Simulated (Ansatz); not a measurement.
Input and command of a calculation in Ansatz (plane waves; scalar-relativistic PAW potentials unless the input names others):

```yaml
crystal:
  lattice:
    - [3.2365349633, 0.0, 0.0]
    - [0.0, 3.3171561147, 0.0]
    - [0.0, 0.0, 7.2027640289]
  atoms:
    - { symbol: Sc, position: [0.0, 0.5, 0.2469879062] }
    - { symbol: Sc, position: [0.0, 0.5, 0.7530120938] }
    - { symbol: C, position: [0.5, 0.0, 0.3408910539] }
    - { symbol: C, position: [0.5, 0.0, 0.6591089461] }
    - { symbol: C, position: [0.5, 0.292624183, 0.5] }
    - { symbol: C, position: [0.5, 0.707375817, 0.5] }
basis:
  ecutwfc: 420
kpoints:
  mp_grid: { grid: [12, 12, 6] }
hamiltonian:
  xc: pbe
scf:
  occupations: { method: tetrahedron }
output:
  forces: true
  eigenvalues: true
  stress: true
```

```bash
ansatz run input.yaml --threads 1 --pin off --max-ram 2560MiB --backend cpu --events-out ev --progress --plain --runs-dir out
```

Abridged log:
```
Warning: output.forces, output.stress, relax.cell or npt_langevin: where a Kohn–Sham band that disperses or a degenerate level is filled in part under the method tetrahedron, the forces or the stress that this run publishes need not agree with its energy (scf.occupations.method in the input reference, under Limitations); prefer a smearing scheme for the forces or the stress
Basis set: ecut = 420 eV, 1533 PW (Γ), exchange–correlation on 48×48×100 points (8 copies of the dense FFT grid, shifted against one another)
Bands: 25, of which v1, the nominal top of the filled ones, is band 19 counted from 1 (18 counted from 0)
Symmetry: 8 space group operations
k-points: 196 of 864
SCF iter   1: F=—  HF=-5273.606845 eV  |F-HF|=—  |Δ(HF+E_count)|=         —  Δρ=1.06e-2  dr2=1.27e-1  ethr=1.77e-3  ⟨swp⟩=5.4  Hψ=21339  notcnv=0
SCF iter   2: F=—  HF=-5273.593081 eV  |F-HF|=—  |Δ(HF+E_count)|=   1.38e-2  Δρ=5.87e-3  dr2=3.78e-2  ethr=3.35e-4  ⟨swp⟩=1.7  Hψ=6709  notcnv=0  defer=118
SCF iter   3: F=—  HF=-5273.590092 eV  |F-HF|=—  |Δ(HF+E_count)|=   2.99e-3  Δρ=1.49e-3  dr2=2.92e-3  ethr=9.95e-5  ⟨swp⟩=2.1  Hψ=7018  notcnv=0  defer=221
SCF iter   4: F=—  HF=-5273.590211 eV  |F-HF|=—  |Δ(HF+E_count)|=   1.19e-4  Δρ=6.17e-4  dr2=5.38e-4  ethr=7.68e-6  ⟨swp⟩=2.2  Hψ=7111  notcnv=0  defer=221
SCF iter   5: F=—  HF=-5273.590202 eV  |F-HF|=—  |Δ(HF+E_count)|=   8.96e-6  Δρ=1.79e-4  dr2=3.41e-5  ethr=1.41e-6  ⟨swp⟩=2.0  Hψ=6897  notcnv=0  defer=221
SCF iter   6: F=—  HF=-5273.590229 eV  |F-HF|=—  |Δ(HF+E_count)|=   2.72e-5  Δρ=6.56e-5  dr2=5.45e-6  ethr=8.98e-8  ⟨swp⟩=2.0  Hψ=7673  notcnv=0  defer=221
SCF iter   7: F=—  HF=-5273.590232 eV  |F-HF|=—  |Δ(HF+E_count)|=   2.79e-6  Δρ=2.41e-5  dr2=6.33e-7  ethr=1.44e-8  ⟨swp⟩=2.1  Hψ=7694  notcnv=0  defer=221
SCF iter   8: F=-5273.590230 eV  HF=-5273.590230 eV  |F-HF|=9.71e-9  |Δ(HF+E_count)|=   1.97e-6  Δρ=6.52e-6  dr2=5.15e-8  ethr=2.63e-10  ⟨swp⟩=6.7  Hψ=18625  notcnv=0
SCF 1 converged in 8 iterations: F = -5273.590230 eV  dr2 = 5.15e-8
SCF converged after 8 iterations
Stability not checked: this state was not tested for a lower state beside it, because cold or Methfessel-Paxton smearing, or corrected tetrahedra, fill the levels in a way that the test cannot read (fill_not_monotonic; see scf.lower_state_search)
Free energy (F): -5273.590230 eV
Harris-Foulkes:  -5273.590230 eV  (|F-HF|=9.71e-9)
Internal energy: -5273.590192 eV  (E = F + TS)
E sigma→0 (E₀):  -5273.590230 eV
Entropy (-TS):   -0.000038 eV (-0.006 meV/atom)
Fermi energy:    9.955419 eV
--- Forces (eV/Å), atoms counted from 1 ---
  atom   1  Sc     0.00000000     0.00000000    -0.01357218
  atom   2  Sc     0.00000000     0.00000000     0.01357218
  atom   3  C      0.00000000     0.00000000     0.00676086
  atom   4  C      0.00000000     0.00000000    -0.00676086
  atom   5  C      0.00000000    -0.01453966     0.00000000
  atom   6  C      0.00000000     0.01453966     0.00000000
--- Stress (GPa, compression-positive) ---
        0.012298       0.000000       0.000000
        0.000000      -0.097770       0.000000
        0.000000       0.000000       0.084880
  P = ⅓ Tr σ = -0.0002 GPa (-0.002 kbar)
```

Apart from outputs, empty bands and the relaxation, which only the reference makes, the input differs from a reference run on usual settings in scf.occupations.width: 0.1 → not typed; scf.occupations.method: "gaussian" → "tetrahedron". The reference, at the same geometry, ended its own course with pressure 0.00 GPa, largest force 0.008 eV/Å, no gap on the mesh. This run converged in 8 SCF iterations with an energy at zero smearing 0.06 meV/atom below the reference's, pressure 0.00 GPa, largest force 0.015 eV/Å, no gap on the mesh.

It took 21 s on 1 thread of Arm Neoverse V1, with other jobs on the host, peak memory 0.53 GiB.